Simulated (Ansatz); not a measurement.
GaP (zinc blende)

```xyz
2
Lattice="0.0000 2.7532 2.7532 2.7532 0.0000 2.7532 2.7532 2.7532 0.0000" Properties=species:S:1:pos:R:3 pbc="T T T"
P      4.1298     4.1298     4.1298
Ga     0.0000     0.0000     0.0000
```

Equation-of-state scan: isotropic scaling of the cell above, V₀ being its volume. Symmetry pins the atoms to their sites.

All values below come from PBE (plane waves to 420 eV, PAW, scalar-relativistic; Ansatz, an electronic-structure program). k mesh 10×10×10 (Γ-centred), Fermi-Dirac smearing 0.05 eV. Energies are smeared free energies. Stress and pressure are positive under compression. GaP was relaxed with its symmetry unable to fall. The PAW data are Ansatz's earlier set. The zero of ΔE is the relaxed starting cell.

```json
[
 {"V (Å³/atom)": "19.618", "ΔE (meV/atom)": "20.2"},
 {"V (Å³/atom)": "19.931", "ΔE (meV/atom)": "11.1"},
 {"V (Å³/atom)": "20.244", "ΔE (meV/atom)": "4.8"},
 {"V (Å³/atom)": "20.557", "ΔE (meV/atom)": "1.2"},
 {"V (Å³/atom)": "20.870", "ΔE (meV/atom)": "0.0"},
 {"V (Å³/atom)": "21.183", "ΔE (meV/atom)": "1.1"},
 {"V (Å³/atom)": "21.496", "ΔE (meV/atom)": "4.2"},
 {"V (Å³/atom)": "21.809", "ΔE (meV/atom)": "9.3"},
 {"V (Å³/atom)": "22.122", "ΔE (meV/atom)": "withheld"}
]
```

Fit a third-order Birch-Murnaghan form (E₀, V₀, B₀, B₀′ free) to the given rows and predict ΔE at V = 22.122.

Least squares on the 8 given rows: ΔE = E₀ + (9V₀B₀/16)·y²·[2 + (B₀′ − 4)y], y = (V₀/V)^(2/3) − 1, with V₀ = 20.874 Å³/atom, B₀ = 76.77 GPa (160.2 GPa = 1 eV/Å³; the term in eV is multiplied by 1000), B₀′ = 4.27, E₀ = 0.01 meV/atom; root-mean-square residual 0.02 meV/atom. At 22.122 the fit gives 16.2 meV/atom; the calculation gives 16.1 meV/atom, so the extrapolation is off by 0.1 (+0.6 %). For the pressure the fit gives -3.94 GPa against the computed -3.91 GPa.

(Under strain, the slope of the energy per volume gives the stress and its curvature an elastic modulus.)
